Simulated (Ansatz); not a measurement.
Mg$_{2}$Ge (anti-fluorite, Fm-3m), a = 6.421 Å, b = 6.421 Å, c = 6.421 Å, α = 90.00°, β = 90.00°, γ = 90.00°; the cell used has 3 atoms.

Relaxed with PBE. The program Ansatz at the PBE level (PAW) gives a gap of 0.16 eV.

**Question.** What gap does HSE06 give on the same cell (Ansatz, PAW)?

**Answer.** 0.53 eV, 0.37 eV more. The hybrid was solved on a coarser mesh and at special points; its gap is the smallest among all of these.

```tsv
k	v1 PBE	c1 PBE	v1 HSE06	c1 HSE06
Γ	0.00	0.95	[?]	[?]
X	-1.98	0.16	-2.20	0.53
L	-0.73	0.94	[?]	[?]
W	-2.66	2.77	[?]	[?]
K	-1.65	0.70	[?]	[?]
```

**Question.** Top valence (v1) and lowest conduction level (c1) in eV from each method's valence maximum (which need not be a listed point): supply the withheld HSE06 values.

**Answer.** 
- K, v1 HSE06: -1.83
- K, c1 HSE06: 1.14
- Γ, v1 HSE06: 0.00
- Γ, c1 HSE06: 1.59
- W, v1 HSE06: -2.90
- W, c1 HSE06: 3.27
- L, v1 HSE06: -0.80
- L, c1 HSE06: 1.50

Cost on shared cores: the PBE run (SCF on a 8×8×8 mesh, then bands and DOS) about 25 core-seconds (a rough figure), the HSE06 run (SCF on 6×6×6, then a few points) about 3.0 core-minutes (a rough figure); the tasks are unlike.

The cell was relaxed with PBE under the symmetry of its start; of distortions, only those at the zone centre were tested. Scalar-relativistic: spin–orbit coupling is off unless named, which matters more the heavier the elements.

Potentials: the later of the program's two PAW sets.
